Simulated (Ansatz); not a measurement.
CsGdS2 (R-3m); no U.

```yaml
crystal:
  lattice:
    - [2.05862, 1.18854, 8.01360]
    - [-2.05862, 1.18854, 8.01360]
    - [0.00000, -2.37709, 8.01360]
  atoms:
    - { symbol: Cs, position: [0.00000, 0.00000, 0.00000] }
    - { symbol: Gd, position: [0.50000, 0.50000, 0.50000] }
    - { symbol: S, position: [0.23360, 0.23360, 0.23360] }
    - { symbol: S, position: [0.76640, 0.76640, 0.76640] }
```

The geometry is a measured structure from COD, held fixed and not relaxed.

Settings: LDA, 10×10×10 k mesh, Fermi–Dirac smearing of 0.05 eV. LAPW is all-electron LAPW in Ansatz 0.2.0. Site moments are integrated in spheres about the atoms. Start moments (μB): Gd2 7.

The self-consistent cycle went as follows.

```
iteration  Harris–Foulkes energy less the last (meV)  density residual (eV)  M (μB)  ∫|m| (μB)
        1                                   -872.767                3.0e+00  7.0000     7.1039
        2                                   -160.788                1.2e+00  7.0000     7.1115
        3                                     39.600                1.7e-01  7.0000     7.0957
        4                                      5.163                4.7e-03  7.0000     7.0550
        5                                     -5.726                1.2e-03  7.0000     7.0470
        6                                      0.144                1.9e-04  7.0000     7.0403
        7                                      0.024                1.8e-05  7.0000     7.0384
        8                                      0.002                3.3e-06  7.0000     7.0374
        9                                      0.000                2.3e-07  7.0000     7.0371
       10                                      0.000                1.8e-08  7.0000     7.0370
       11                                      0.000                2.1e-09  7.0000     7.0370
```

Site moments (μB): Cs1 0.00, Gd2 6.96, S3 -0.01, S4 -0.01. Cell moment 7.00 μB.

Spin–orbit coupling is left out although heavy atoms are present. With open f shells a run can end in a state that isn't the lowest. None of this fixes the real material's magnetic order: only patterns that fit the cell were computed, without spin fluctuations and on one mesh and smearing, with a functional that can overstate moments.
